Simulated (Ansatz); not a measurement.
SiNi in space group Pmmn (No. 59; Si on 2a, Ni on 2a), DFT-r²SCAN in the program Ansatz with PAW potentials, all energies at zero smearing, with the estimated change up to a 700 eV cutoff added, with one set of potentials and settings (totals compare only within such a set). Cell of 4 atoms (2 Si, 2 Ni): -12970.363 eV.

```json
[
 {"element": "Si", "reference phase": "Fd-3m, 2 atoms in the cell", "E (eV/atom)": "-639.0665"},
 {"element": "Ni", "reference phase": "Fm-3m, 1 atoms in the cell, spin-polarised", "E (eV/atom)": "-5845.2921"}
]
```

Formation energy per atom, worked out: (-12970.363 − 2×(-639.0665) − 2×(-5845.2921))/4 = -0.411 eV/atom (-40 kJ per mol of atoms), at 0 K, without zero-point energy or fitted corrections.

The workflow started from a Materials Project entry (that database holds measured and hypothetical structures alike); the Crystallography Open Database copy checked does not list it. It is not the phase usual at ambient conditions (space group No. 62). The r²SCAN relaxation kept the symmetry of its start; its stability against distortions is not shown here. No spin polarisation was allowed. The references are the lowest solids computed at this level, not always the standard phases.

Potentials: the earlier of the program's two PAW sets. The files were generated under PBE; for other functionals the program regenerates the frozen cores, and for LDA and PBEsol the local potential too.
